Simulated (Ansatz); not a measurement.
## EuMg2Bi2 with scf.occupations.method, scf.occupations.width, kpoints.mp_grid.grid, scf.initial_density.chi_scale changed

All numbers are calculated (PBEsol, collinear spin, no spin-orbit coupling; Ansatz, PAW set soft_2, 420 eV, k-mesh 9×9×4), not measured. These are the settings of the reference run.

Cell:

```
Eu Mg Bi
1.0
     4.77217    0.00000    0.00000
    -2.38609    4.13282    0.00000
     0.00000    0.00000    7.66608
Eu Mg Bi
1 2 2
Direct
  0.00000 0.00000 0.00000
  0.66667 0.33333 0.63033
  0.33333 0.66667 0.36967
  0.66667 0.33333 0.24250
  0.33333 0.66667 0.75750
```

The reference run of this cell is solved again as a single point with these keys changed:

| key | reference run | changed run |
| --- | --- | --- |
| scf.occupations.method | gaussian | methfessel_paxton |
| scf.occupations.width | 0.05 | 0.15 |
| kpoints.mp_grid.grid | [9, 9, 4] | [11, 11, 5] |
| scf.initial_density.chi_scale | not typed | 0.0 |

Problem. Does this change matter?

Solution. 

```
                                    quantity  reference run  changed run
energy, changed less reference (meV an atom)              0          0.8
                              pressure (GPa)            0.0          0.0
                        largest force (eV/Å)           0.00         0.02
                        gap on the mesh (eV)           0.00         0.00
                     moment of the cell (μB)           7.00         7.00
```

The results hardly move, so these settings together matter little here. It took 17 iterations.

Caveats: the reference run: 4f shell without a U, which puts 4f levels too near the Fermi level; the reference run: open f or d shells may hold a state above the lowest; a single point, atoms not relaxed again.
